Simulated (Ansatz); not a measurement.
A geometry of Rb away from equilibrium: the start of the relaxation of a relaxed Rb cell, doubled along one cell vector, shaken by Gaussian noise of σ = 0.08 Å a coordinate. Calculation: r2SCAN (plane waves to 500 eV, PAW, scalar-relativistic; Ansatz, a program for electronic structure). Γ-centred k-mesh 5×5×4 on the run's cell (coarser than for final values), Fermi–Dirac smearing 0.05 eV.

```xyz
6
Lattice="8.2007 0.0000 0.0000 -4.1004 7.1020 0.0000 0.0000 0.0000 9.7813" Properties=species:S:1:pos:R:3 pbc="T T T"
Rb    -0.0609    -0.1106    -0.1588
Rb     0.0472     0.0374     4.9811
Rb     0.1493     4.7625     2.4418
Rb    -0.0417     4.9095     7.3379
Rb     4.1702     2.3578     2.4909
Rb     4.0546     2.2828     7.1531
```

### Question
What forces act on the atoms (eV/Å)?

### Answer
```
atom     Fx     Fy     Fz
----  -----  -----  -----
Rb1    0.03   0.04   0.09
Rb2   -0.01   0.00  -0.09
Rb3   -0.04  -0.02   0.01
Rb4    0.00  -0.10   0.00
Rb5    0.01   0.00  -0.07
Rb6    0.01   0.08   0.07
```

### Question
What is the pressure?

### Answer
0.0 GPa, compression positive.

### Question
How much energy per atom can still be gained by relaxing?

### Answer
0.01 eV/atom; the path ends in C2/m (No. 12) at a tolerance of 0.01 Å, Im-3m (No. 229) at 0.1 Å.

No spin polarisation in the result.

The end of the path is a generated cell of Rb: the first start was made by placing the elements on the sites of a structure type, and the end was not matched to a known phase here, so it may be hypothetical. Known forms of Rb include space group No. 229.
